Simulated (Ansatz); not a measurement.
# fluorite-structured CeO₂: a workflow

**The experiment.** The Crystallography Open Database holds a measured cell of cubic CeO2 (space group Fm-3m) at 295 K (2015, doi:10.1021/acs.inorgchem.5b00395): a = 5.410 Å, 13.19 Å³/atom.

“Observation of Fast Low‐Temperature Oxygen Ion Conduction in CeO2/β"‐Al2O3 Heterostructure”, 2024, pmc:11425223 reports, for a powder of CeO2: band gap 3.27 eV (direct).

“Atomistic and experimental study on thermal conductivity of bulk and porous cerium dioxide”, 2019, pmc:6474893 quotes, for a bulk crystal of CeO2 at 300 K: bulk modulus 204 GPa.

Method: HSE06, scalar-relativistic; no spin polarisation; PAW, 420 eV, 6×6×6 k-mesh, Gaussian smearing of 0.05 eV; code Ansatz; PAW files: Ansatz's generated set soft_2.

The start was a prototype's sites filled with these elements; the Crystallography Open Database holds the compound in this structure.

The start, 1 % over the database's volume:

```yaml
crystal:
  lattice:
    - [0.00000, 2.71385, 2.71385]
    - [2.71385, 0.00000, 2.71385]
    - [2.71385, 2.71385, 0.00000]
  atoms:
    - { symbol: Ce, position: [0.00000, 0.00000, 0.00000] }
    - { symbol: O, position: [0.25000, 0.25000, 0.25000] }
    - { symbol: O, position: [0.75000, 0.75000, 0.75000] }
```

The steps in volume:

```
run  level  k-mesh        kind  V (Å³/atom)  P (GPa)  E − E(final) (meV/atom)  gap on the mesh (eV)
  1  PBE+U   6×6×6  fixed cell        13.32      4.7                        –                  2.49
  2  PBE+U   6×6×6  fixed cell        13.74     -1.1                        –                  2.36
  3  PBE+U   6×6×6  fixed cell        13.65      0.0                        –                  2.39
  4  HSE06   6×6×6  fixed cell        13.65     -8.1                     15.1                  3.57
  5  HSE06   6×6×6  fixed cell        12.91      2.8                      1.4                  3.82
  6  HSE06   6×6×6  fixed cell        13.08      0.0                      0.0                  3.76
```

The volume is at zero pressure for this level.

The final structure (symmetry read at 0.01 Å). Symmetry: Fm-3m, No. 225, cubic system. Conventional cell: a = 5.394 Å, b = 5.394 Å, c = 5.394 Å, α = 90.00°, β = 90.00°, γ = 90.00°. Around Ce (site symmetry m-3m) lie 8 O at 2.34 Å. O (site symmetry -43m) is surrounded by 4 Ce at 2.34 Å. (Neighbours are counted to 15 % beyond the shortest distance.)

The PBE+U rows use U_eff = 5 eV on Ce 4f.

- At the final geometry the gap, band path included, is 3.64 eV.
- The equation of state gives B0 = 208 GPa.
- The runs in the table took roughly 1.3 core-minutes.

**Why it comes out so.**

Within 0.6 eV of the edges the projected states are 86 % O 2p at the top of the valence band and 98 % Ce 4f at the bottom of the conduction band. Crossing the gap moves an electron from the anion's filled p shell to the metal's empty orbitals, as in ionic insulators.

**Against experiment.** HSE06 gives 5.394 Å and 13.08 Å³/atom, −0.8 % in volume (−0.3 % in length) from the database's cell. The static lattice lacks zero-point motion and thermal expansion, roughly 0.4 to 1.1 % in volume at 295 K by Grüneisen's rule, γ·3k_BT/(B0·V0) with γ of 1 to 2.5; that covers some of the miss, perhaps all. A measured direct gap of CeO2 is 3.27 eV (direct; powder; “Observation of Fast Low‐Temperature Oxygen Ion Conduction in CeO2/β"‐Al2O3 Heterostructure”, 2024, pmc:11425223); the calculated 3.78 eV misses it by +0.51 eV. A Kohn–Sham gap under U or exact exchange depends on those choices. Spin–orbit coupling is left out here. Temperature and excitons aren't in the calculation. A measured bulk modulus of CeO2 is 204 GPa (300 K; quoted in “Atomistic and experimental study on thermal conductivity of bulk and porous cerium dioxide”, 2019, pmc:6474893); the calculated 208 GPa misses it by +2.1 %.

No spin–orbit coupling, a notable omission for heavy elements. Pressures of hybrids are less tightly converged.

For this crystal the k-mesh misses a band edge: under HSE06 at the relaxed cell a band path gives a gap of 3.64 eV where the mesh alone gives 3.76 eV, so gaps on the mesh are upper bounds.
